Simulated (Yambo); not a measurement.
**InSe: sweep of GW parameters**

G0W0@PBEsol for InSe (space group P6_3/mmc, No. 194) in Yambo. Reference settings: 3×3×1 Γ-centred k mesh, bands 21 to 370 and a 7 Ry block in the screening, 370 bands in G with the Bruneval-Gonze terminator, plasmon pole fitted at 27.2 eV. The PBEsol gap Γ → Γ on this mesh is 0.29 eV; G0W0 gaps are taken between the same points.

| change from the reference | G0W0 gap Γ → Γ (eV) | shift of the valence edge (eV) | rough Yambo cost |
|---|---|---|---|
| reference settings | 1.05 | -0.87 | 1 |
| 151 bands in W, 151 bands in G | 1.10 | -0.63 | about 1/2 |
| 244 bands in W, 244 bands in G | 1.06 | -0.79 | within a factor of two |
| 151 bands in G | 1.05 | -0.80 | – |
| 244 bands in G | 1.05 | -0.85 | – |
| 181 bands in W | 1.08 | -0.74 | within a factor of two |
| 2 Ry block | 0.89 | -0.61 | within a factor of two |
| 3 Ry block | 0.92 | -0.68 | within a factor of two |
| 6 Ry block | 1.01 | -0.83 | within a factor of two |
| pole fitted at 55 eV | 1.04 | -0.95 | – |
| no random integration | 1.03 | -0.77 | – |
| 151 bands in G, no terminator | 1.04 | -0.41 | – |
| 244 bands in G, no terminator | 1.03 | -0.66 | – |
| no terminator | 1.04 | -0.78 | – |

The reference isn't shown to be the converged limit. Costs are rough (shared machines), scaled to the same edge states, and given only for runs that recompute the screening.

Spin-orbit splittings are left out.

The standard potentials for In, Se keep a d shell in the valence without the s and p states of that shell. In tests on such compounds this moved G0W0 gaps by up to about 0.9 eV, so absolute quasiparticle energies here are unreliable; differences between settings are what counts.

Geometry relaxed with PBE+D3(BJ); primitive cell a = b = 4.034 Å, c = 16.863 Å, α = β = 90.00°, γ = 120.00°.

A shift is the quasiparticle energy of the state minus its PBEsol energy.
